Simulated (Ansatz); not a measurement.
InSb in space group Pm-3n (No. 223; In on 6c, Sb on 6d), PBE (plane waves, PAW; program Ansatz), all energies at zero smearing, with the estimated change up to a 700 eV cutoff added, with one set of potentials and settings (totals compare only within such a set). Cell of 12 atoms (6 In, 6 Sb): -72495.014 eV.

| element | reference phase | E (eV/atom) |
|---|---|---|
| In | I4/mmm, 1 atoms in the cell | -5597.9156 |
| Sb | R-3m, 2 atoms in the cell | -6484.5760 |

Formation energy per atom, worked out: (-72495.014 − 6×(-5597.9156) − 6×(-6484.5760))/12 = -0.005 eV/atom (-1 kJ per mol of atoms), at 0 K, without zero-point energy or fitted corrections.

The start of the workflow was typed in or built on a structure type; neither database checked (COD, Materials Project) lists it. It is not the phase usual at ambient conditions (space group No. 216). The PBE relaxation kept the symmetry of its start; its stability against distortions is not shown here. The volume moved by 36 % from the start of the relaxation. The references are the lowest solids computed at this level, not always the standard phases. Scalar-relativistic: spin–orbit coupling is off unless named, which matters more the heavier the elements.

Potentials: the earlier of the program's two PAW sets.
